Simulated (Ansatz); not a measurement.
Lu:
```cif
data_Lu9
_chemical_formula_sum 'Lu9'
_space_group_name_H-M_alt 'R-3m :H'
_space_group_IT_number 166
_space_group_name_Hall '-R 3 2"'
_cell_length_a 3.40835
_cell_length_b 3.40835
_cell_length_c 24.35831
_cell_angle_alpha 90.000
_cell_angle_beta 90.000
_cell_angle_gamma 120.000
loop_
_atom_site_label
_atom_site_type_symbol
_atom_site_symmetry_multiplicity
_atom_site_Wyckoff_symbol
_atom_site_fract_x
_atom_site_fract_y
_atom_site_fract_z
_atom_site_occupancy
Lu1 Lu 3 a 0.00000 0.00000 0.00000 1
Lu2 Lu 6 c 0.00000 0.00000 0.22188 1
```
(The calculation used a cell of 3 atoms; values per cell refer to that cell.)

Relaxed with PBEsol.

Task: Which orbitals make up the states near the Fermi level in DFT-PBEsol in the program Ansatz with PAW potentials?

Result: Within 0.5 eV of the Fermi level: Lu 5d 89 %, outside the projected shells 5 %. Projections are on Löwdin-orthogonalised atomic valence shells; empty p or d shells of many metals are not among them.

Task: Tabulate the density of states.

Result: States/eV per cell of 3 atoms, in 0.25 eV bins, energy from the Fermi level.

```
E (eV)   total   Lu 4f  Lu 5d  Lu 6s
------  ------  ------  -----  -----
-6.35     0.00    0.00   0.00   0.00
-6.10     0.10    0.00   0.00   0.10
-5.85     0.19    0.00   0.00   0.18
-5.60     0.26    0.00   0.01   0.24
-5.35     0.32    0.00   0.02   0.29
-5.10     0.43    0.05   0.03   0.34
-4.85   151.02  150.34   0.25   0.41
-4.60    17.81   17.33   0.08   0.38
-4.35     0.57    0.03   0.10   0.42
-4.10     0.63    0.01   0.14   0.45
-3.85     0.71    0.01   0.19   0.48
-3.60     0.80    0.00   0.26   0.51
-3.35     0.92    0.00   0.35   0.53
-3.10     1.07    0.00   0.48   0.55
-2.85     1.31    0.00   0.68   0.57
-2.60     1.85    0.01   1.16   0.62
-2.35     1.92    0.01   1.30   0.55
-2.10     2.16    0.01   1.60   0.49
-1.85     1.92    0.01   1.47   0.38
-1.60     2.24    0.01   1.83   0.34
-1.35     2.15    0.01   1.83   0.25
-1.10     2.02    0.01   1.79   0.17
-0.85     1.95    0.01   1.82   0.08
-0.60     3.83    0.01   3.60   0.10
-0.35     4.31    0.01   4.02   0.10
-0.10     3.81    0.01   3.47   0.12
0.15      5.39    0.01   4.51   0.31
0.40      3.04    0.01   2.63   0.18
0.65      2.65    0.01   2.32   0.13
0.90      3.46    0.01   3.11   0.15
1.15      4.49    0.01   3.91   0.25
1.40      4.63    0.01   3.95   0.31
1.65      4.33    0.01   3.62   0.26
1.90      3.36    0.01   2.97   0.19
2.15      2.93    0.00   2.71   0.13
2.40      5.26    0.01   4.92   0.17
2.65      4.32    0.01   4.12   0.07
2.90      2.24    0.00   2.16   0.03
```

The first step of the workflow began from a Materials Project structure, measured or hypothetical; the Crystallography Open Database copy checked does not list it. It is not the phase usual at ambient conditions (space group No. 194). The cell was relaxed with PBEsol under the symmetry of its start; its stability against distortions is not shown here. The workflow began spin-polarised and lost its moments. Spin–orbit coupling is left out wherever it is not named.

Potentials: the later of the program's two PAW sets.
